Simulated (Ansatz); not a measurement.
The cell below belongs to a search over invented structures; it isn't taken from experiment.

Input and command of a plane-wave DFT calculation in Ansatz:

```yaml
crystal:
  lattice:
    - [-2.8, 5.8, 2.7]
    - [2.8, -5.8, 2.7]
    - [2.8, 5.8, -2.7]
  atoms:
    - { symbol: Al, position: [0.75, 0.75, 0.0] }
    - { symbol: Al, position: [0.25, 0.25, 0.0] }
    - { symbol: Ga, position: [0.25, 0.75, 0.5] }
    - { symbol: Ga, position: [0.75, 0.25, 0.5] }
    - { symbol: Ga, position: [0.5, 0.75, 0.75] }
    - { symbol: Ga, position: [0.0, 0.25, 0.75] }
    - { symbol: Ga, position: [0.0, 0.75, 0.25] }
    - { symbol: Ga, position: [0.5, 0.25, 0.25] }
    - { symbol: "N", position: [0.905, 0.81, 0.715] }
    - { symbol: "N", position: [0.405, 0.69, 0.095] }
    - { symbol: "N", position: [0.595, 0.31, 0.905] }
    - { symbol: "N", position: [0.095, 0.19, 0.285] }
basis:
  ecutwfc: 420
kpoints:
  mp_grid: { grid: [3, 3, 3] }
hamiltonian:
  xc: pbe
scf:
  occupations: { method: gaussian, width: 0.15 }
  lower_state_search: "off"
output:
  forces: true
  stress: true
  eigenvalues: true
relax:
  adjacent_minimum: "off"
  f_tol: 0.08
  max_steps: 16
  cell: { stress_tol: 0.8 }
```

```bash
ansatz run input.yaml --threads 1 --pin off --max-ram 2560MiB --backend cpu --events-out ev --progress --plain --runs-dir out
```

Processor: Intel(R) Xeon(R) Processor @ 2.70GHz, 1 thread, on a host shared with other jobs.

Problem. Estimate time, memory and problem size.

Solution. About 2.5 min, peak memory 0.53 GiB. It solves 64 bands at 8 k points (after reduction by symmetry) with about 3833 plane waves (on the last cell), in 105 SCF iterations over 14 ionic steps.
